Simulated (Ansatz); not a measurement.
Consider the following.

Mg₃ZnO₄:
Space group Cmmm (No. 65); a = 5.972 Å, b = 8.453 Å, c = 2.993 Å, α = 90.00°, β = 90.00°, γ = 90.00°

```json
[
 {"atom": "Mg", "site": "2b", "symmetry": "mmm", "x": "0.0000", "y": "0.5000", "z": "0.0000"},
 {"atom": "Mg", "site": "4f", "symmetry": "..2/m", "x": "0.2500", "y": "0.2500", "z": "0.5000"},
 {"atom": "Zn", "site": "2a", "symmetry": "mmm", "x": "0.0000", "y": "0.0000", "z": "0.0000"},
 {"atom": "O", "site": "4i", "symmetry": "m2m", "x": "0.0000", "y": "0.2526", "z": "0.0000"},
 {"atom": "O", "site": "4h", "symmetry": "2mm", "x": "0.2455", "y": "0.5000", "z": "0.5000"}
]
```
(The calculation used a cell of 8 atoms; values per cell refer to that cell.)

This is the PBEsol-relaxed structure.

Question: All from plane-wave PAW PBEsol (Ansatz code), unless another level is named. Give the hole effective mass.

Answer: 0.67, 2.3, 2.6 mₑ (principal values).

Question: What about the formation energy from the elements (no fitted shifts)?

Answer: -2.39 eV/atom.

Question: Give the conduction-band minimum.

Answer: at Γ.

The workflow started from a Materials Project entry (that database holds measured and hypothetical structures alike); the Crystallography Open Database copy checked does not list it. With Mg and Zn taken as one species the cell has the higher symmetry Fm-3m, so it may be an ordered model of a mixed-site phase. Whether it is the stable phase at ambient conditions was not checked. Symmetry was held in the PBEsol relaxation; of distortions, only those at the zone centre were tested. The references are the lowest solids computed at this level, not always the standard phases (solids in place of the gases).

Potentials: the later of the program's two PAW sets.

Edges and masses are those of Kohn–Sham bands, whose gap is no quasiparticle gap.
